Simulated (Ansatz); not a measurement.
SnSe (zinc blende, space group No. 216) at seven volumes, the program Ansatz at the r²SCAN level (PAW), scaled uniformly. One row is withheld.

```
V (Å³/atom)  P (GPa)
-----------  -------
34.637          3.62
35.779             ?
36.921          1.06
38.062         -0.01
39.204         -0.95
40.346         -1.76
41.488         -2.46
```

Q: Fit the shown pressures and predict the withheld one.

A: P = (3/2)B₀(x^(7/2) − x^(5/2))[1 + (3/4)(B′ − 4)(x − 1)] with x = (V₀/V)^(2/3). Least squares on the six rows gives V₀ = 38.051 Å³/atom, B₀ = 33.0 GPa, B′ = 3.33. At V = 35.779, x = 1.0419 and P = 2.25 GPa. The run itself gave 2.28 GPa.

Space group F-43m (zinc blende). The start of the workflow was typed in or built on a structure type; neither database checked (COD, Materials Project) lists it. It is not the phase usual at ambient conditions (space group No. 62). Symmetry was held in the r²SCAN relaxation. At this level the phase is mechanically unstable. Spin–orbit coupling is left out wherever it is not named.

Potentials: the later of the program's two PAW sets.
